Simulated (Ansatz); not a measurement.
# Ba2IrO4: do energies and stresses tell the same story?

All numbers below come from DFT PBEsol, scalar-relativistic, plane waves, PAW (Ansatz).

Cutoff 420 eV; k points 12×12×12 on the computed 7-atom cell (Γ-centred); Gaussian smearing, width 0.10 eV; no spin polarisation.

Relaxed cell: I4/mmm, a = 3.984 Å, b = 3.984 Å, c = 13.190 Å, α = 90.00°, β = 90.00°, γ = 90.00°, 7 atoms in the primitive cell. Whether it is the stable form of this composition wasn't checked.

Energies at zero smearing and pressures from the stress tensor, at volumes with shape and atoms relaxed:
```
V (Å³/atom) E − E(first) (meV/atom) P (GPa)
     14.055                     0.00     9.46
     14.503                   -18.85     4.27
     14.952                   -24.56     0.00
     15.401                   -19.53    -3.49
     15.849                    -5.79    -6.23
```

Q: Check P = −dE/dV between neighbouring volumes, and get the bulk modulus from the pressures alone.

A: With 1 eV/Å³ = 160.2 GPa:
| middle V (Å³/atom) | −ΔE/ΔV (GPa) | mean P (GPa) |
| --- | --- | --- |
| 14.279 | 6.732 | 6.866 |
| 14.728 | 2.039 | 2.132 |
| 15.176 | -1.797 | -1.746 |
| 15.625 | -4.905 | -4.858 |

The two differ by 0.13 GPa at most. The mean of two end pressures misses the average over a step by about ΔV² P″/12, up to 0.08 GPa here; with that taken off 0.05 GPa remains. The stress is the derivative of the free energy, not of the energy at zero smearing, and with free energies 0.02 GPa remains. Around V = 14.952 Å³/atom, the two neighbours give B = −V ΔP/ΔV = 14.952 × 7.76 / 0.897 = 129.3 GPa, against B0 = 127.3 GPa from the Birch–Murnaghan fit of the energies.

Spin-orbit coupling is left out, which matters for the bands of heavy elements. Spin polarisation was left out, and a magnetic state may lie lower.

A ferromagnetic start lost its moments in a first run, so spin was left out; other magnetic orders weren't tried.